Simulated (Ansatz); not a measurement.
BaHI: computed property card

BaHI:
```xyz
6
Lattice="4.7404 0.0000 0.0000 0.0000 4.7404 0.0000 0.0000 0.0000 7.8191" Properties=species:S:1:pos:R:3 pbc="T T T"
Ba     2.3702     0.0000     6.4742
Ba     0.0000     2.3702     1.3449
H      2.3702     2.3702     0.0000
H      0.0000     0.0000     0.0000
I      0.0000     2.3702     5.1642
I      2.3702     0.0000     2.6550
```

Space group P4/nmm (No. 129); conventional cell a = 4.7404 Å, b = 4.7404 Å, c = 7.8191 Å, α = 90.00°, β = 90.00°, γ = 90.00°.

Method: DFT-r²SCAN in the program Ansatz with PAW potentials. The cell and atoms are relaxed at this level. Other levels are named where they apply.

Cell and energy:

```
Quantity                                                      Result
-----------------------------------------------------  -------------
Volume per atom                                             29.28 Å³
Density                                                   5.01 g/cm³
Formation energy from the elements (no fitted shifts)  -1.45 eV/atom
```

Electronic structure:

```
Item                                                                               Value
------------------------------------------------  --------------------------------------
Band gap                                                                3.19 eV (direct)
Valence-band maximum                                                                at Z
Conduction-band minimum                                                             at Z
Electron effective mass                           0.40, 0.40, 0.87 mₑ (principal values)
Electron effective mass with spin–orbit coupling  0.40, 0.40, 0.87 mₑ (principal values)
Hole effective mass                                 0.45, 1.0, 1.0 mₑ (principal values)
Hole effective mass with spin–orbit coupling      0.46, 0.90, 0.90 mₑ (principal values)
HSE06 gap on the r²SCAN cell                                                     3.66 eV
Gap with spin–orbit coupling                                                     3.09 eV
```

Mechanics:

```
Property                                                                                                       Value
--------------------------------------------  ----------------------------------------------------------------------
Bulk modulus (Birch–Murnaghan fit)                                                                          23.2 GPa
Pressure derivative B′                                                                                           7.9
Elastic constants (relaxed ions, GPa)         C11 = 51.1, C12 = 20.1, C13 = 19.0, C33 = 29.4, C44 = 18.5, C66 = 22.6
Mechanical stability                                                          stable (all eigenvalues of C positive)
Hill bulk and shear moduli                                                                         26.4 and 15.8 GPa
Young's modulus                                                                                             39.6 GPa
Poisson's ratio                                                                                                 0.25
Debye temperature from the elastic constants                                                                   190 K
```

Dielectric response:

```
Quantity                                                                         Value
--------------------------------------------------------  ----------------------------
Electronic dielectric constant ε∞ (DFPT)                     4.16 (xx = yy), 4.13 (zz)
Static dielectric constant ε0 (ions relaxed, cell fixed)     8.88 (xx = yy), 11.1 (zz)
Born charges (a third of the trace)                       Ba +2.48, H -1.14, I -1.34 e
```

Phonons:

```
Item                                                                Result
--------------------------------------------------  ----------------------
Highest zone-centre frequency (without LO–TO term)               811 cm^-1
Zone-centre stability                               no imaginary mode at Γ
```

Charges:

```
Property                              Value
-------------  ----------------------------
Bader charges  Ba +1.48, H -0.72, I -0.76 e
```

The workflow started from a Materials Project entry (that database holds measured and hypothetical structures alike); the Crystallography Open Database files this formula in space group No. 129, but the cells were not matched. Whether it is the stable phase at ambient conditions was not checked. Symmetry was held in the r²SCAN relaxation. The references are the lowest solids computed at this level, not always the standard phases (solids in place of the gases). Scalar-relativistic: spin–orbit coupling is off unless named, which matters more the heavier the elements.

Potentials: the later of the program's two PAW sets.
